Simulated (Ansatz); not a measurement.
MoS$_{2}$ (2H-MoS2 type, space group P6_3/mmc)

```
CELL_PARAMETERS angstrom
      3.10903     0.00000     0.00000
     -1.55452     2.69250     0.00000
      0.00000     0.00000    11.70864
ATOMIC_POSITIONS crystal
  Mo 0.33333 0.66667 0.25000
  Mo 0.66667 0.33333 0.75000
  S  0.33333 0.66667 0.61648
  S  0.66667 0.33333 0.11648
  S  0.66667 0.33333 0.38352
  S  0.33333 0.66667 0.88352
```

The slice is a (-1 1 0 2) plane (indices of the conventional cell) through the point (0.333, 0.667, 0.617) (fractional), spanned by u = [110] and v = [1 -1 1] in vectors of this cell: u (3.11 Å) and v (12.89 Å, at 90° to u). It covers one period; positions are fractions (u, v).

Calculation: PBEsol-D3(BJ) (plane waves to 420 eV, PAW, scalar-relativistic; Ansatz, a program for electronic structure). k mesh 12×12×3. Near the nuclei the fields are pseudised (PAW); where an atom keeps semicore shells as valence, they peak there. MoS2 is run without spin polarisation. MoS2 was relaxed with its symmetry unable to fall. The PAW data are Ansatz's earlier set.

**Question.** Predict the map of the electrostatic potential energy of an electron, from the cell's mean on the slice.

**Answer.** 
```
|xxxxxx668866xxxx|
|xxxx6699999966xx|
|8888999999999988|
|9999774433447799|
|997700xxxxxx0077|
|8855xxxxxxxxxx55|
|8866xxxxxxxxxx66|
|887733xxxxxx3377|
|7766330000003366|
|774400xxxxxx0044|
|663300xxxxxx0033|
|664400xxxxxx0044|
|4444330000003344|
|xxxx4466776644xx|
|xxxx4488998844xx|
|xx22669999996622|
|7788999999999988|
|9999998877889999|
|9999885544558899|
|8888775544557788|
|4455667777776655|
|0000337788773300|
|xx00116677661100|
|0000225566552200|
|0011445555554411|
|xxxx3355555533xx|
|xxxxxx446644xxxx|
|xxxxxx447744xxxx|
```
Scale: ten equal steps from 3.00 (start of '0') to 11.41 (end of '9'), in the order '0123456789'. Values: electrostatic potential energy of an electron, from the cell's mean, in eV. The map has 8 points along u (two characters each, u = 0 at the left) and 28 along v (v = 0 in the bottom row). Points within 1 Å of a nucleus are blanked (x), as the pseudised field means little there. Values under 3 eV are set to 3. The zero, the cell's mean, hangs on the PAW cores.
